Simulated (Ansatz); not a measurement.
# Sc: a film clamped to a substrate

Level of theory: Ansatz 0.2.0, DFT PBEsol, scalar-relativistic, plane waves, PAW. Settings: plane waves to 420 eV, k-mesh 18×18×18 (Γ-centred), Gaussian smearing 0.15 eV. No spin polarisation. Energies are free energies at this smearing, counted from the undisturbed cell; pressure is positive in compression.

Zero of the scan (as given, not relaxed at this level; it stands at 0.5 GPa; this fcc form isn't the usual structure):

```xyz
1
Lattice="0.0000 2.2705 2.2705 2.2705 0.0000 2.2705 2.2705 2.2705 0.0000" Properties=species:S:1:pos:R:3 pbc="T T T"
Sc    0.0000    0.0000    0.0000
```

The cell (1 atom, V0 = 23.41 Å³) is strained by p along both x and y and by q along z, fractional coordinates fixed. τp = (1/V0) ∂E/∂p = (σxx + σyy)(1 + p)(1 + q) and τq = (1/V0) ∂E/∂q = σzz(1 + p)², with tension positive.

```csv
p,q,ΔE (meV/atom),τp (GPa),τq (GPa)
0.000,0.000,0.00,-0.92,-0.46
-0.015,0.000,6.07,-4.66,-1.83
0.015,0.000,1.80,2.52,0.85
0.000,-0.015,2.26,-2.30,-1.61
0.000,0.015,0.20,0.38,0.64
```

Q: Get the second derivatives of the energy density.

A: Central differences give A = ∂τp/∂p = 239 GPa (C11 + C22 + 2 C12), C = ∂τq/∂q = 75 GPa (C33) and the cross term B = ∂τq/∂p = 89 GPa (C13 + C23); ∂τp/∂q = 89 GPa must equal B, and any difference shows higher-order terms. The ions are clamped. In a cubic crystal C11 = C = 75, C12 = B/2 = 45 GPa and A should be 2(C11 + C12) = 239 GPa; the bulk modulus is (C11 + 2 C12)/3 = 55 GPa.

Q: A film of this crystal grows with z along the normal on a substrate that imposes p. How does its thickness respond, and what does the misfit cost?

A: Count p and q from the stress-free cell. A free surface needs τq = 0, so q = −(B/C) p = -1.19 p. The energy density left is (A − B²/C) p²/2 = M p², with the biaxial modulus M = 66 GPa; a misfit of 1 % costs 0.97 meV/atom, against 1.75 meV/atom if the thickness were held.

In a metal these slopes depend on the k mesh and the smearing.